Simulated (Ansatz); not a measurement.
## A crystal of cell content C4H8Br8 at more than one level of theory

Plane-wave PAW calculations in Ansatz, scalar-relativistic unless spin-orbit coupling is named; Γ-centred meshes, relaxations with the symmetry kept. Pressure is positive in compression. No spin polarisation at the first level.

Cutoff 420 eV; k points 6×6×2 on the computed 20-atom cell (Γ-centred); Gaussian smearing, width 0.02 eV; no spin polarisation.

Structure relaxed with PBE+D3(BJ):

```cif
data_structure
_symmetry_space_group_name_H-M 'C2/c'
_symmetry_Int_Tables_number 15
_cell_length_a 12.0626
_cell_length_b 4.4426
_cell_length_c 14.7710
_cell_angle_alpha 90.000
_cell_angle_beta 110.301
_cell_angle_gamma 90.000
_cell_volume 742.40
loop_
_atom_site_label
_atom_site_type_symbol
_atom_site_symmetry_multiplicity
_atom_site_Wyckoff_symbol
_atom_site_fract_x
_atom_site_fract_y
_atom_site_fract_z
_atom_site_occupancy
H1 H 8 f 0.66914 0.86553 0.53916 1
H2 H 8 f 0.72154 0.77513 0.66735 1
C1 C 8 f 0.70038 0.95208 0.61284 1
Br1 Br 8 f 0.57432 0.19571 0.62833 1
Br2 Br 8 f 0.84404 0.18178 0.63209 1
```

Q: What changes with PBEsol (relaxed anew)?

A:
```json
{"level": "PBE+D3(BJ)", "cell": "relaxed", "cutoff (eV)": "420", "k mesh": "6×6×2", "primitive cell": "a = 6.43 Å, b = 6.43 Å, c = 14.77 Å, α = 109.00°, β = 109.00°, γ = 40.44°", "V (Å³/atom)": "18.6", "P (GPa; residual where relaxed)": "0.00", "gap on mesh (eV)": "4.11"}
{"level": "PBEsol", "cell": "relaxed", "cutoff (eV)": "420", "k mesh": "6×6×2", "primitive cell": "a = 6.36 Å, b = 6.36 Å, c = 15.01 Å, α = 109.54°, β = 109.54°, γ = 41.44°", "V (Å³/atom)": "18.7", "P (GPa; residual where relaxed)": "0.01", "gap on mesh (eV)": "4.16"}
```

Cost: 2 runs of about 6.4 core-minutes in all, on AMD EPYC 7R43 (Zen 3) (shared hosts).